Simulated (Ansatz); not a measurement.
**Ag (omega (AlB2-type)): energy against volume**

Level of theory: DFT, LDA (PW92), plane waves (420 eV) with PAW, scalar-relativistic (Ansatz 0.2.0). The PAW files were generated under PBE, with cores re-solved for the functional.

The cell is scaled uniformly from the relaxed one, with fractional coordinates and shape fixed. Energies are extrapolated to zero smearing, pressures are those at the given smearing. Magnetic state: spin not included.

A Birch-Murnaghan fit gives V₀ = 16.34 Å³/atom, B₀ = 132 GPa, B₀′ = 5.6.

**Question.** What are the energy above the minimum and the pressure at 15.695 Å³/atom?

**Answer.** 11.6 meV/atom and 6.02 GPa as computed.

**Question.** What are the energy above the minimum and the pressure at 17.003 Å³/atom?

**Answer.** 10.0 meV/atom and -4.64 GPa as computed.

**Question.** What are the energy above the minimum and the pressure at 17.657 Å³/atom?

**Answer.** 36.6 meV/atom and -8.17 GPa as computed.
